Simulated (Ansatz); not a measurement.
**Energy against volume for Al2Cu (Al2Cu type, space group I4/mcm)**

Al2Cu (Al2Cu type, space group I4/mcm)

Space group I4/mcm (No. 140); a = b = 6.006 Å, c = 4.791 Å, α = β = γ = 90.00°

| atom | site | symmetry | x | y | z |
|---|---|---|---|---|---|
| Al | 8h | m.2m | 0.1590 | 0.3410 | 0.0000 |
| Cu | 4a | 422 | 0.0000 | 0.0000 | 0.2500 |
(The calculation used a cell of 6 atoms; values per cell refer to that cell.)

E(V) scan at fixed shape, V₀ the volume above. The atoms relax within the cell's symmetry.

Calculation: r2SCAN (plane waves to 500 eV, PAW, scalar-relativistic; Ansatz, a first-principles code). k mesh 12×12×12 (Γ-centred), Fermi-Dirac smearing 0.05 eV. The energy includes the smearing's −TS. Stress and pressure are positive under compression. With the shape held, the modulus is that of even scaling; a crystal free to change shape is softer. Al2Cu is run without spin polarisation. Al2Cu was relaxed with its symmetry unable to fall. The PAW data are Ansatz's earlier set. The zero of ΔE is the relaxed starting cell.

| V (Å³/atom) | ΔE (meV/atom) | P (GPa) |
|---|---|---|
| 12.097 | 180 | 29.2 |
| 12.481 | 118 | 22.4 |
| 12.865 | 72 | 16.6 |
| 13.249 | 38 | 11.5 |
| 13.633 | 16 | 7.1 |
| 14.017 | 4 | 3.3 |
| 14.401 | 0 | 0.0 |
| 14.785 | 3 | -2.8 |
| 15.169 | 13 | -5.2 |
| 15.553 | 28 | -7.3 |
| 15.938 | 48 | -9.1 |
| 16.321 | 72 | -10.7 |
| 16.706 | 99 | -12.0 |

Summary:

```
Property                                                                      Result
---------------------------------------------------------------------  -------------
Pressure at the smallest volume                                             29.2 GPa
Energy cost of the largest compression                                  180 meV/atom
Energy cost of the largest expansion                                     99 meV/atom
Bulk modulus at fixed cell shape B₀ (third-order Birch-Murnaghan fit)        113 GPa
Pressure derivative B₀′ (fit)                                                    4.5
Equilibrium volume of the fit                                          14.40 Å³/atom
Pressure for 5 % compression (fit)                                           6.5 GPa
```

(Under strain, the slope of the energy per volume gives the stress and its curvature an elastic modulus.)
